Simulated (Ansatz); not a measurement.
The cell was built from the CdI2 type and relaxed in the same program, and has space group P-3m1; it needn't be a known or the stable phase.

MoN₂: DFT, PBE, PAW with Ansatz's default frozen-core files, scalar-relativistic (Ansatz 0.2.0).

```yaml
crystal:
  lattice:
    - [2.9913913412, 0.0, 0.0]
    - [-1.4956956706, 2.5906208941, 0.0]
    - [0.0, 0.0, 5.5285099942]
  atoms:
    - { symbol: Mo, position: [0.0, 0.0, 0.0] }
    - { symbol: "N", position: [0.3333333333, 0.6666666667, 0.190606566] }
    - { symbol: "N", position: [0.6666666667, 0.3333333333, 0.809393434] }
kpoints:
  mp_grid: { grid: [14, 14, 8] }
  band_path:
    path:
      - [0.0, 0.0, 0.0]
      - [0.5, 0.0, 0.0]
      - [0.3333333333, 0.3333333333, 0.0]
      - [0.0, 0.0, 0.0]
      - [0.0, 0.0, 0.5]
      - [0.5, 0.0, 0.5]
      - [0.3333333333, 0.3333333333, 0.5]
      - [0.0, 0.0, 0.5]
      - [0.5, 0.0, 0.5]
    npoints: 8
scf:
  occupations: { method: fermi_dirac, width: 0.03 }
hamiltonian:
  xc: pbe
  pseudopotentials: { kind: paw }
output:
  forces: true
  stress: true
  eigenvalues: true
  efg: { contact_densities: true }
  populations: true
  bader: true
  dos: { projected: true, de: 0.2, e_range: [-14, 8] }
```

Output:

```
Mo: output.efg is read without spin–orbit coupling, which moves field gradients at and beside such atoms by some per cent and up to a factor of two; PAW files take it under magnetization.noncollinear and magnetization.spin_orbit
Engine: ansatz 0.2.0
Pseudopotentials: kind: paw
Pseudopotential: Mo, paw, valence charge 14, recommended cutoff 420 eV (normal)
Pseudopotential: N, paw, valence charge 5, recommended cutoff 420 eV (normal)
Functional definition: PBE
  parameter kappa = 0.804
  parameter beta = 0.06672455060314922
  exchange = pbe_x(kappa = kappa, mu = beta*pi^2/3)
  correlation = pbe_c(beta = beta)
Crystal: 3 atoms, lattice volume = 42.844 Å³
Basis set: ecut = 420 eV, 823 PW (Γ), exchange–correlation on 40×40×80 points (8 copies of the dense FFT grid, shifted against one another)
Bands: 16, of which v1, the nominal top of the filled ones, is band 12 counted from 1 (11 counted from 0)
Symmetry: 12 space group operations
Space group: P-3m1 (ITA 164), of the structure as read, at distance tolerance 3.5e-5 Å
k-points: 168 of 1568
Non-local potential: Mo, projectors of the file, l = 0: 3, l = 1: 2, l = 2: 2, l = 3: 1
Non-local potential: N, projectors of the file, l = 0: 2, l = 1: 2, l = 2: 1
PAW form: soft (Blöchl's): semilocal exchange-correlation on the pseudo side does not see the compensation charge
PAW one-centre angular grid: Mo, 590 points (default); XC on 64 Gauss nodes
PAW one-centre angular grid: N, 110 points (default); XC on 64 Gauss nodes
Initial density: superposition of atomic densities (neutral atoms: chi_scale 0, normalization atom), corrected by the library's trained network
Initial wavefunctions: pseudopotential atomic-orbital guess
Functional: x = pbe(κ = 0.804, μ = 0.2195149727645171), c = pbe(β = 0.06672455060314922)
SCF iter   1: F=—  HF=-5723.120060 eV  |F-HF|=—  |Δ(HF+E_count)|=         —  Δρ=1.16e-2  dr2=1.08e-1  ethr=1.77e-3  ⟨swp⟩=6.4  Hψ=15217  notcnv=0
preconditioner: auto → LDOS  [metal: Δε(μ)=0.033 eV  Ē_g=8.932 eV  σ=0.030 eV  W_gap=0.26  n_scr=10 (ndim 8)  ℏωp=22.7 eV  f_vac=0.215  D(μ)=0.51/eV (n_scr^D=2)  β→1.0]
SCF iter   2: F=—  HF=-5723.174381 eV  |F-HF|=—  |Δ(HF+E_count)|=   5.43e-2  Δρ=2.63e-2  dr2=5.11e-1  ethr=4.49e-4  ⟨swp⟩=3.7  Hψ=6839  notcnv=0  recentre
SCF iter   3: F=—  HF=-5723.104737 eV  |F-HF|=—  |Δ(HF+E_count)|=   6.96e-2  Δρ=5.70e-3  dr2=2.34e-2  ethr=4.49e-4  ⟨swp⟩=2.9  Hψ=5089  notcnv=0  defer=2
SCF iter   4: F=—  HF=-5723.101386 eV  |F-HF|=—  |Δ(HF+E_count)|=   3.35e-3  Δρ=4.47e-4  dr2=6.10e-5  ethr=9.76e-5  ⟨swp⟩=2.0  Hψ=4494  notcnv=0
SCF iter   5: F=—  HF=-5723.101385 eV  |F-HF|=—  |Δ(HF+E_count)|=   4.00e-7  Δρ=1.30e-4  dr2=3.16e-6  ethr=2.54e-7  ⟨swp⟩=2.6  Hψ=4730  notcnv=0
SCF iter   6: F=—  HF=-5723.101391 eV  |F-HF|=—  |Δ(HF+E_count)|=   5.32e-6  Δρ=3.01e-5  dr2=4.09e-7  ethr=1.32e-8  ⟨swp⟩=2.0  Hψ=4174  notcnv=0
SCF iter   7: F=-5723.101390 eV  HF=-5723.101391 eV  |F-HF|=1.27e-8  |Δ(HF+E_count)|=   2.38e-8  Δρ=6.63e-6  dr2=1.75e-8  ethr=4.17e-10  ⟨swp⟩=5.9  Hψ=12316  notcnv=0
SCF 1 converged in 7 iterations: F = -5723.101390 eV  dr2 = 1.75e-8
  greatest PAW one-centre occupation: 0.998 electrons in one spin orbital (limit 2), on the Mo atom at site 0 (counted from 0), in its partial waves of l = 0
NSCF: frozen V_eff on 65 k-points
SCF converged after 7 iterations
Free energy (F): -5723.101390 eV
Harris-Foulkes:  -5723.101391 eV  (|F-HF|=1.27e-8)
Internal energy: -5723.099889 eV  (E = F + TS)
E sigma→0 (E₀):  -5723.100640 eV
Entropy (-TS):   -0.001501 eV (-0.500 meV/atom)
Fermi energy:    8.078978 eV
--- Per-component energies (eV) ---
  E_band       = -242.574882
  E_kinetic    = 695.144879
  E_local      = -2558.732259  (includes V_loc(G=0)·N_el)
  E_nonlocal   = 231.390236
  E_hartree    = 973.727993
  E_xc         = -301.620629
  E_vxc        = -378.912664  (∫ρ·V_xc dr)
  E_paw        = -3453.266987  (= ΣΔE_a)
  E_vpaw       = -178.920989  (= ΣTr[D̂ρ^β])
  E_aug_tail   = 0.000245  (compensation charges beyond the density's cutoff)
  E_ewald      = -1309.743367
  E_smearing   = -0.001501  (= −TS)
  E_closure    = 0.000000  (closes the sum)
  Σ components = -5723.101390   (vs F -5723.101390, Δ=0.00e0)
--- Forces (eV/Å), atoms counted from 1 ---
  atom   1  Mo    -0.00000000    -0.00000000     0.00000000
  atom   2  N      0.00000000     0.00000000     0.00168914
  atom   3  N      0.00000000    -0.00000000    -0.00168914
  max |Σ_I F_I| component: 1.05e-30 eV/Å
--- Stress (GPa, compression-positive) ---
        0.010815       0.000000       0.000000
        0.000000       0.010815      -0.000000
        0.000000      -0.000000       0.042470
  P = ⅓ Tr σ = 0.0214 GPa (0.214 kbar)
--- PAW observables at the nuclei: V_zz in 10²¹ V/m², potentials from the cell's mean, atoms counted from 1 ---
  atom   1  Mo V_zz =    -4.756797   η = 0.0000   by run symmetry: allowed
            electrostatic potential = -6347.267107 V   contact ρ = 595275.962348 e/Å³
  atom   2  N  V_zz =    +0.867508   η = 0.0000   by run symmetry: allowed
            electrostatic potential = -515.160779 V   contact ρ = 1418.247243 e/Å³
  atom   3  N  V_zz =    +0.867508   η = 0.0000   by run symmetry: allowed
            electrostatic potential = -515.160779 V   contact ρ = 1418.247243 e/Å³
--- Band table (eV; the first three rows and the last of 168) ---
  k-point 0: bands = ["-54.1159", "-28.1357", "-27.8940", "-27.8940", "-7.3238", "-4.5354", "2.4106", "2.4821", "2.4821", "7.3357", "7.8688", "7.8688", "7.9866", "7.9866", "10.9178", "15.0476"]
  k-point 1: bands = ["-54.1159", "-28.1357", "-27.8940", "-27.8940", "-7.3182", "-4.5485", "2.4568", "2.4825", "2.4825", "7.2183", "7.8684", "7.8684", "7.9851", "7.9851", "10.9900", "15.0529"]
  k-point 2: bands = ["-54.1159", "-28.1358", "-27.8940", "-27.8940", "-7.3046", "-4.5804", "2.4832", "2.4832", "2.5736", "6.9470", "7.8673", "7.8673", "7.9809", "7.9809", "11.1449", "15.0648"]
  k-point 167: bands = ["-54.0175", "-28.4687", "-28.3525", "-27.9738", "-5.6098", "-5.2732", "2.8476", "3.0542", "4.6415", "5.6223", "5.6506", "6.8066", "8.5692", "10.5736", "10.7085", "14.5457"]
--- Löwdin populations: 3 sites ---
  site symbol       q [e]
     0     Mo     12.7886
     1      N      5.5397
     2      N      5.5397
  spilling = 0.005498 (of n_electrons = 24.000000)
--- Bader charges: 3 sites ---
  site symbol  charge [e]  shift [e]
     0     Mo      2.2028     0.0032
     1      N     -1.1014     0.0016
     2      N     -1.1014     0.0016
  estimated error of the sums over rays = 4.0e-4 e
```

populations.tsv:

```
# site	symbol	l	j	q
# orbitals = lowdin
# n_electrons = 24.000000
# spilling = 0.005498
0	Mo	0_4S	-	1.949057
0	Mo	0_5S	-	0.434661
0	Mo	1_4P	-	5.979622
0	Mo	2_4D	-	4.425296
1	N	0_2S	-	1.649181
1	N	1_2P	-	3.890528
2	N	0_2S	-	1.649181
2	N	1_2P	-	3.890528
```

bader_charges.tsv:

```
# site	symbol	x_ang	y_ang	z_ang	partial_charge_e	electrons	volume_ang3	relative_density_drop	shared_charge_e	partial_wave_shift_e
# quadrature_error_electrons = 4.0e-4
0	Mo	0.0000	0.0000	0.0000	2.20282	39.79718	9.98	-	2.20282	0.00316
1	N	0.0000	1.7271	1.0538	-1.10138	8.10138	16.29	-	-1.10138	0.00158
2	N	1.4957	0.8635	4.4747	-1.10143	8.10143	16.29	-	-1.10143	0.00158
```
